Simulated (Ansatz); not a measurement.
# Ansatz 0.2.0, relaxation: Hg3W2Cl2

input.yaml:

```yaml
crystal:
  lattice:
    - [-4.361358, 4.361358, 4.361358]
    - [4.361358, -4.361358, 4.361358]
    - [4.361358, 4.361358, -4.361358]
  atoms:
    - { symbol: Hg, position: [0.25, 0.5529, 0.3029] }
    - { symbol: Hg, position: [0.75, 0.9471, 0.1971] }
    - { symbol: Hg, position: [0.3029, 0.25, 0.5529] }
    - { symbol: Hg, position: [0.1971, 0.75, 0.9471] }
    - { symbol: Hg, position: [0.5529, 0.3029, 0.25] }
    - { symbol: Hg, position: [0.9471, 0.1971, 0.75] }
    - { symbol: W, position: [0.5418, 0.5418, 0.5418] }
    - { symbol: W, position: [0.5, 0.0, 0.9582] }
    - { symbol: W, position: [0.9582, 0.5, 0.0] }
    - { symbol: W, position: [0.0, 0.9582, 0.5] }
    - { symbol: Cl, position: [0.0214, 0.0214, 0.0214] }
    - { symbol: Cl, position: [0.5, 0.0, 0.4786] }
    - { symbol: Cl, position: [0.4786, 0.5, 0.0] }
    - { symbol: Cl, position: [0.0, 0.4786, 0.5] }
  symmetry: { tolerance: 0.0003 }
kpoints:
  mp_grid: { grid: [6, 6, 6], shift: [0, 0, 0] }
magnetization:
  spin_polarized: false
scf:
  occupations: { method: fermi_dirac }
  lower_state_search: "off"
hamiltonian:
  pseudopotentials: { kind: paw }
  xc: r2scan
basis:
  ecutwfc: 500
  fft_grid_basis: typed
relax:
  max_steps: 60
  cell: { p_target: 5.0 }
  f_tol: 0.03
output:
  forces: true
  stress: true
  eigenvalues: true
  bader: true
  populations: true
  elf: true
  write_potential: true
  volumetric_format: npy
  dos:
    e_range: [-12, 8]
    de: 0.05
    projected: { site_lists: { Cl: [Cl], Hg: [Hg], W: [W] } }
checkpoint:
  read: saved_state
```

The command:

```bash
ansatz run input.yaml --threads 2 --pin off --max-ram 2560MiB --backend cpu --events-out ev --progress --plain --runs-dir out
```

Origin of the cell: a known structure type with other elements, at an estimated volume, so it need not be a known compound.

The smearing width isn't typed, so it takes its default of 0.1 eV.

The saved state is a converged single point of the same cell.

Steps («new basis» is an SCF on plane waves selected anew at the same cell):

| step | ΔH (meV/atom) | max force component (eV/Å) | P (GPa) | volume (Å³) | SCF iterations | step was |
| --- | --- | --- | --- | --- | --- | --- |
| 1 | 0.0 | 3.938 | 19.71 | 331.84 | 7 | accepted |
| 2 | -328.6 | 1.886 | 5.77 | 347.02 | 9 | accepted |
| 3 | -557.3 | 1.979 | 1.62 | 334.56 | 9 | accepted |
| 4 | -867.4 | 2.154 | -0.99 | 317.86 | 8 | accepted |
| 5 | -1142.6 | 1.321 | -0.89 | 302.76 | 8 | accepted |
| 6 | -1216.2 | 1.353 | 6.72 | 283.20 | 8 | accepted |
| 7 | -1263.0 | 0.260 | 5.29 | 279.79 | 8 | accepted |
| 8 | -1265.0 | 0.032 | 4.95 | 279.30 | 6 | accepted |
| 9 | -1265.2 | 0.018 | 5.14 | 278.52 | 7 | accepted |
| 10 | -1265.3 | 0.002 | 4.96 | 278.67 | 8 | accepted |
| 11 | -1264.3 | 0.002 | 4.93 | 278.67 | 7 | new basis |
| 12 | -1264.3 | 0.001 | 5.00 | 278.46 | 6 | accepted |
| 13 | -1264.3 | 0.001 | 5.00 | 278.46 | 5 | new basis |

The starting structure.

Space group I2_13 (No. 199); the run's cell has a = 7.554 Å, b = 7.554 Å, c = 7.554 Å, α = 109.47°, β = 109.47°, γ = 109.47°. Shortest distances: Hg–W 2.39 Å, Cl–Hg 2.80 Å, Hg–Hg 3.46 Å.

The relaxed structure.

Space group I2_13 (No. 199); the run's cell has a = 7.125 Å, b = 7.125 Å, c = 7.125 Å, α = 109.47°, β = 109.47°, γ = 109.47°. Shortest distances: Cl–W 2.28 Å, Cl–Hg 2.82 Å, Hg–W 2.90 Å, Hg–Hg 3.00 Å, W–W 3.05 Å.

```yaml
crystal:
  lattice:
    - [-4.11372, 4.11372, 4.11372]
    - [4.11372, -4.11372, 4.11372]
    - [4.11372, 4.11372, -4.11372]
  atoms:
    - { symbol: Hg, position: [0.25000, 0.51503, 0.26503] }
    - { symbol: Hg, position: [0.75000, 0.98497, 0.23497] }
    - { symbol: Hg, position: [0.26503, 0.25000, 0.51503] }
    - { symbol: Hg, position: [0.23497, 0.75000, 0.98497] }
    - { symbol: Hg, position: [0.51503, 0.26503, 0.25000] }
    - { symbol: Hg, position: [0.98497, 0.23497, 0.75000] }
    - { symbol: W, position: [0.67008, 0.67008, 0.67008] }
    - { symbol: W, position: [0.50000, 0.00000, 0.82992] }
    - { symbol: W, position: [0.82992, 0.50000, 0.00000] }
    - { symbol: W, position: [0.00000, 0.82992, 0.50000] }
    - { symbol: Cl, position: [0.98968, 0.98968, 0.98968] }
    - { symbol: Cl, position: [0.50000, 0.00000, 0.51032] }
    - { symbol: Cl, position: [0.51032, 0.50000, 0.00000] }
    - { symbol: Cl, position: [0.00000, 0.51032, 0.50000] }
```

```
Enthalpy lowered by     : 1264.3 meV/atom
Volume change           : -16.09 %
Final pressure          : 5.00 GPa
Relaxation steps listed : 13
Gap on the mesh         : none (metal)
```

Caveats: no moments, though an odd count or open d shells may carry them; no spin-orbit coupling, though heavy elements are present; the relaxation held the start's symmetry, so the end may be a saddle point.

The run took 38 min on 2 threads of Arm Neoverse N1 (shared host), peak memory 1.9 GiB, from a saved density.
